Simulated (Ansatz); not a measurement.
Data:

AgAu3:
```
CELL_PARAMETERS angstrom
      4.11662     0.00000     0.00000
      0.00000     4.11662     0.00000
      0.00000     0.00000     4.11662
ATOMIC_POSITIONS crystal
  Ag 0.50000 0.50000 0.50000
  Au 0.50000 0.00000 0.00000
  Au 0.00000 0.50000 0.00000
  Au 0.00000 0.00000 0.50000
```

This is the r²SCAN-relaxed structure.

Question: All from the program Ansatz at the r²SCAN level (PAW), unless another level is named. Estimate the density of states at the Fermi level.

Answer: 0.25 states/eV per atom (mean over ±0.08 eV).

Question: Predict the formation energy from the elements (no fitted shifts).

Answer: -0.059 eV/atom.

Space group Pm-3m (Cu3Au type). The first step of the workflow began from a Materials Project structure, measured or hypothetical; the Crystallography Open Database copy checked does not list it. With Ag and Au taken as one species the cell has the higher symmetry Fm-3m, so it may be an ordered model of a mixed-site phase. Whether it is the stable phase at ambient conditions was not checked. The cell was relaxed with r²SCAN under the symmetry of its start; whether a distortion lowers the energy is not shown. No spin polarisation was allowed. The references are the lowest solids computed at this level, not always the standard phases. Scalar-relativistic: spin–orbit coupling is off unless named, which matters more the heavier the elements.

Potentials: the later of the program's two PAW sets.
